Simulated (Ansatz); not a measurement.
LaOF:
```xyz
6
Lattice="2.0066 1.1585 6.6895 -2.0066 1.1585 6.6895 0.0000 -2.3171 6.6895" Properties=species:S:1:pos:R:3 pbc="T T T"
La     0.0000     0.0000    14.8859
La     0.0000     0.0000     5.1826
O      0.0000     0.0000    12.5049
O      0.0000     0.0000     7.5636
F      0.0000     0.0000    17.4801
F      0.0000     0.0000     2.5885
```

The program Ansatz at the PBEsol level (PAW) gives a gap of 4.21 eV without spin–orbit coupling, maximum off the standard path, at k = (-0.068, 0.260, -0.401) in fractions of the reciprocal vectors, minimum on the Γ–S0 line, 97 % of the way from Γ.

**Question.** What happens when spin–orbit coupling is switched on?

**Answer.** The gap is nearly the same, to 4.21 eV; maximum off the standard path, at k = (-0.068, 0.260, -0.401) in fractions of the reciprocal vectors, minimum on the Γ–S0 line, 97 % of the way from Γ.

Space group R-3m. The workflow started from a Materials Project entry (that database holds measured and hypothetical structures alike); the Crystallography Open Database files this formula in space group No. 166, but the cells were not matched. Whether it is the stable phase at ambient conditions was not checked. Symmetry was held in the PBEsol relaxation; its stability against distortions is not shown here.

Potentials: the later of the program's two PAW sets.
